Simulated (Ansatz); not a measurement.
Suppose La2AgS4 takes space group F-43m (No. 216), with La on 4a and 4d; Ag on 4b; S on 16e.

Computed with Ansatz 0.2.0, DFT PBE, scalar-relativistic, plane waves, PAW. Cutoff 420 eV, Γ-centred mesh, Gaussian smearing, no spin polarisation.

Formation energies are uncorrected and refer to the elements' standard structures at the same level.

Problem. Which cell and coordinates does it relax to?

Solution.

Space group F-43m (No. 216). a = 9.642 Å, b = 9.642 Å, c = 9.642 Å, α = 90.00°, β = 90.00°, γ = 90.00°
| atom | site | symmetry | x | y | z |
| --- | --- | --- | --- | --- | --- |
| La | 4a | -43m | 0.0000 | 0.0000 | 0.0000 |
| La | 4d | -43m | 0.2500 | 0.2500 | 0.7500 |
| Ag | 4b | -43m | 0.5000 | 0.0000 | 0.0000 |
| S | 16e | .3m | 0.3476 | 0.3476 | 0.1524 |

La on its first site is surrounded by 4 S at 2.55 Å and 4 La at 4.18 Å; around La on its second site lie 12 S at 4.10 Å, 4 Ag at 4.18 Å and 4 La at 4.18 Å; Ag has 12 S at 3.94 Å and 4 La at 4.18 Å; around S lie 1 La at 2.55 Å, 3 S at 2.66 Å, 3 Ag at 3.94 Å and 3 La at 4.10 Å. Another local minimum with the same sites may exist.

Problem. And its energy and gap?

Solution. The energy over the elements is +0.21 eV/atom and the gap on the 8×8×8 mesh of the 7-atom cell is 0 eV (a metal). It can't be a ground state, since the elements alone are lower.

The last run used Gaussian smearing of 0.10 eV. An odd number of electrons in the primitive cell allows no gap without spin; a larger cell or a magnetic state could open one. The reference form of S is held partly by dispersion forces, which this level lacks. A structure relaxed within its symmetry needn't be a true minimum.
